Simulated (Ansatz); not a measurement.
## MoS2 with fluorine replacing S: gradients before and after relaxing the atoms

Start: a supercell of MoS2 (space group P6_3/mmc) built from a structure deposited in the COD, with all atoms left at the host's positions.

Space group P3m1 (No. 156); a = 9.5070, c = 12.3240 Å, γ = 120.00°.

```
site  Wyckoff  site symmetry       x       y       z
 Mo1       1a            3m.  0.0000  0.0000  0.2500
 Mo2       6e              1  0.0000  0.3333  0.2500
 Mo6       1b            3m.  0.3333  0.6667  0.2500
 Mo8       1c            3m.  0.6667  0.3333  0.2500
Mo10       3d            .m.  0.1111  0.8889  0.7500
Mo12       3d            .m.  0.1111  0.5556  0.7500
Mo14       3d            .m.  0.4444  0.2222  0.7500
   F       1a            3m.  0.0000  0.0000  0.6230
 S20       6e              1  0.0000  0.3333  0.6230
 S24       1b            3m.  0.3333  0.6667  0.6230
 S26       1c            3m.  0.6667  0.3333  0.6230
 S28       3d            .m.  0.1111  0.8889  0.1230
 S30       3d            .m.  0.1111  0.5556  0.1230
 S32       3d            .m.  0.4444  0.2222  0.1230
 S37       1a            3m.  0.0000  0.0000  0.8770
 S38       6e              1  0.0000  0.3333  0.8770
 S42       1b            3m.  0.3333  0.6667  0.8770
 S44       1c            3m.  0.6667  0.3333  0.8770
 S46       3d            .m.  0.1111  0.8889  0.3770
 S48       3d            .m.  0.1111  0.5556  0.3770
 S50       3d            .m.  0.4444  0.2222  0.3770
```

One atom of each set is listed.

Computed with Ansatz: DFT, PBE, plane waves and PAW, scalar-relativistic, 420 eV cutoff, Γ-centred 3×3×2 k-points, Fermi–Dirac smearing 0.01 eV, cell charge +1.

The largest force at the start is 2.1 eV/Å. Relaxing the ions at fixed cell moves them by 0.302 Å at most (atom 19, F) and 0.045 Å rms.

```tsv
site	moved (Å)	first shell before	first shell after	V_zz before (10²¹ V/m²)	η before
Mo6	0.005	6 S at 2.41 Å	6 S at 2.40 Å	-7.35	0.00
Mo10	0.004	5 S at 2.41 Å, 1 F at 2.41 Å	1 F at 2.22 Å, 5 S at 2.39–2.40 Å	12.68	0.92
Mo12	0.037	6 S at 2.41 Å	6 S at 2.41 Å	-7.47	0.19
Mo14	0.020	6 S at 2.41 Å	6 S at 2.41–2.42 Å	-8.22	0.02
F	0.302	3 Mo at 2.41 Å	3 Mo at 2.22 Å	1.65	0.00
S20	0.030	3 Mo at 2.41 Å	3 Mo at 2.40–2.41 Å	-4.57	0.28
S24	0.036	3 Mo at 2.41 Å	3 Mo at 2.41 Å	-5.30	0.00
S26	0.007	3 Mo at 2.41 Å	3 Mo at 2.42 Å	-5.48	0.00
S37	0.007	3 Mo at 2.41 Å	3 Mo at 2.40 Å	-4.54	0.00
S38	0.031	3 Mo at 2.41 Å	3 Mo at 2.39–2.41 Å	-5.97	0.42
```

(1) How do the gradients change?

Results:

(1) 

| site | V_zz after | η after | change of V_zz |
| --- | --- | --- | --- |
| Mo6 | -7.51 | 0.00 | -0.16 |
| Mo10 | 11.04 | 0.99 | -1.64 |
| Mo12 | -7.45 | 0.22 | +0.02 |
| Mo14 | -8.12 | 0.03 | +0.10 |
| F | -3.77 | 0.00 | -5.42 |
| S20 | -4.77 | 0.30 | -0.20 |
| S24 | -5.24 | 0.00 | +0.06 |
| S26 | -5.78 | 0.00 | -0.30 |
| S37 | -6.00 | 0.00 | -1.46 |
| S38 | -5.99 | 0.34 | -0.02 |

The largest change of V_zz is on F, from 1.65 to -3.77. In per cent, |V_zz| changes by -13 to +2 on Mo, -1 to +32 on S (all sites that start above 0.5, bar those whose gradient vanishes or changes sign or whose main axis turns by over 40°). V_zz changes sign on F (same axis). The table leaves out 11 of the 21 sites, with |V_zz| up to 7.57; their tensors move by 0.15 at most along any direction. The statements above cover all sites. The host's own positions weren't relaxed first, so part of the change far from the defect can be the host's relaxation.

The defect repeats with the cell of 54 atoms, so it feels its images: sites between two images don't show the values beside a lone defect, and zeros or small values of η there can come from the images' arrangement. Mo and S carry a gradient in the pure host already, so the values there aren't the defect's effect alone. A uniform background compensates the cell's charge. Without spin–orbit coupling (the program notes it for Mo) the gradients can shift somewhat, as the gap is small.
Before: The neighbours have not yet relaxed around the defect (largest force 2.1 eV/Å), so a real crystal will differ.
After: The relaxation keeps the site symmetry 3m of the start, so the impurity can move only along its axis; a start off the site could end lower.
